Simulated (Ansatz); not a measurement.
Values for one crystal, relaxed and computed with plane-wave PAW r²SCAN (Ansatz code); other levels are named.

```yaml
volume_per_atom: 13.28 Å³
electronic_character: metallic (no gap)
Formation energy from the elements (no fitted shifts): -0.82 eV/atom
Density of states at the Fermi level: 0.66 states/eV per atom (mean over ±0.08 eV)
```

Task: Which compound is it?
(A) YSb, rock salt
(B) BP, CsCl type
(C) Zr2HC, P3m1 (Zr on 1a, Zr on 1b, H on 1a, C on 1c)
(D) GaP, rock salt

Result: C, Zr2HC, P3m1 (Zr on 1a, Zr on 1b, H on 1a, C on 1c)

The workflow started from a Materials Project entry (that database holds measured and hypothetical structures alike); the Crystallography Open Database copy checked does not list it. Its standing as an ambient phase is unchecked. The cell was relaxed with r²SCAN under the symmetry of its start; whether a distortion lowers the energy is not shown. The run is not spin-polarised. The references are the lowest solids computed at this level, not always the standard phases (solids in place of the gases). Scalar-relativistic: spin–orbit coupling is off unless named, which matters more the heavier the elements.

Potentials: the later of the program's two PAW sets.
